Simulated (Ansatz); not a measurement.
Consider the following.

HfRu:
```cif
data_HfRu
_chemical_formula_sum 'Hf1 Ru1'
_space_group_name_H-M_alt 'Pm-3m'
_space_group_IT_number 221
_space_group_name_Hall '-P 4 2 3'
_cell_length_a 3.18160
_cell_length_b 3.18160
_cell_length_c 3.18160
_cell_angle_alpha 90.000
_cell_angle_beta 90.000
_cell_angle_gamma 90.000
loop_
_atom_site_label
_atom_site_type_symbol
_atom_site_symmetry_multiplicity
_atom_site_Wyckoff_symbol
_atom_site_fract_x
_atom_site_fract_y
_atom_site_fract_z
_atom_site_occupancy
Hf1 Hf 1 a 0.00000 0.00000 0.00000 1
Ru1 Ru 1 b 0.50000 0.50000 0.50000 1
```

This is the LDA-relaxed structure.

Q: All from plane-wave PAW LDA (Ansatz code), unless another level is named. Estimate the bulk modulus (Birch–Murnaghan fit).

A: 227 GPa.

Q: And the highest zone-centre frequency?

A: 174 cm⁻¹.

The first step of the workflow began from a Materials Project structure, measured or hypothetical; the Crystallography Open Database files this formula in space group No. 221, but the cells were not matched. Whether it is the stable phase at ambient conditions was not checked. Symmetry was held in the LDA relaxation; of distortions, only those at the zone centre were tested. The run is not spin-polarised. As this level gives no gap, phonon frequencies hold no LO–TO term and depend on the k-mesh and smearing (Fermi–Dirac, 0.1 eV here). Spin–orbit coupling is left out wherever it is not named.

Potentials: the later of the program's two PAW sets.
